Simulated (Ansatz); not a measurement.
In PBE (plane waves, PAW; program Ansatz), CoIrPt in the trigonal phase (P3m1; Co on 1a, Pt on 1b, Ir on 1c) relaxes to a = 2.712 Å, c = 6.551 Å. Co has 12 nearest neighbours from 2.56 Å (cuboctahedral); Pt has 12 nearest neighbours from 2.65 Å (cuboctahedral). Its formation energy from the elements is 0.025 eV/atom, with no fitted shifts.

Electronic character: metallic (no gap). The magnetic state found is ferromagnetic. The net moment is 0.71 μB per atom.

The start of the workflow was typed in or built on a structure type; neither database checked (COD, Materials Project) lists it. Whether it is the stable phase at ambient conditions was not checked. Symmetry was held in the PBE relaxation; whether a distortion lowers the energy is not shown. Magnetic state: ferromagnetic, the only order run, not a proven ground state. Axis ratios of metals converge slowly with the k-mesh, so a and c are less sure than the volume. The references are the lowest solids computed at this level, not always the standard phases. Spin–orbit coupling is left out wherever it is not named.

Potentials: the later of the program's two PAW sets.
